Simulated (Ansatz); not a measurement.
InAs:
```
InAs
1.0
    7.62010     0.00000     0.00000
    0.00000     7.62010     0.00000
    0.00000     0.00000     7.62010
In As
6 6
Direct
  0.25000   0.00000   0.50000
  0.50000   0.25000   0.00000
  0.50000   0.75000   0.00000
  0.75000   0.00000   0.50000
  0.00000   0.50000   0.75000
  0.00000   0.50000   0.25000
  0.25000   0.50000   0.00000
  0.00000   0.25000   0.50000
  0.00000   0.75000   0.50000
  0.75000   0.50000   0.00000
  0.50000   0.00000   0.75000
  0.50000   0.00000   0.25000
```

Relaxed with PBE. Special points in fractions of this cell's reciprocal vectors: Γ (0.000, 0.000, 0.000); X (0.000, 0.500, 0.000); M (0.500, 0.500, 0.000); R (0.500, 0.500, 0.500).

Q: List the band energies nearest the Fermi level at these points for plane-wave PAW PBE (Ansatz code).

A: In eV from the Fermi level; about four levels below and three above (degenerate sets whole), none deeper than 8.9 eV; points with the same levels are listed once.

```csv
k,below,above
Γ,-0.53 -0.03 -0.03 -0.03,1.13 1.13 1.13
X,-0.71 -0.71 -0.29 -0.29,1.04 1.04 1.72 1.72
M,-0.92 -0.92 -0.74 -0.33,1.75 1.75 1.84
R,-1.24 -1.24 -1.24 -1.24,2.83 2.83 2.83 2.83 2.83 2.83
```

Space group Pm-3n. The start of the workflow was typed in or built on a structure type; neither database checked (COD, Materials Project) lists it. It is not the phase usual at ambient conditions (space group No. 216). Symmetry was held in the PBE relaxation; its stability against distortions is not shown here. The volume moved by 31 % from the start of the relaxation. A small band overlap can be real or an error of a semilocal functional. The Fermi level of a semimetal is unsure by some 0.05 eV on such meshes. Scalar-relativistic: spin–orbit coupling is off unless named, which matters more the heavier the elements.

Potentials: the earlier of the program's two PAW sets.
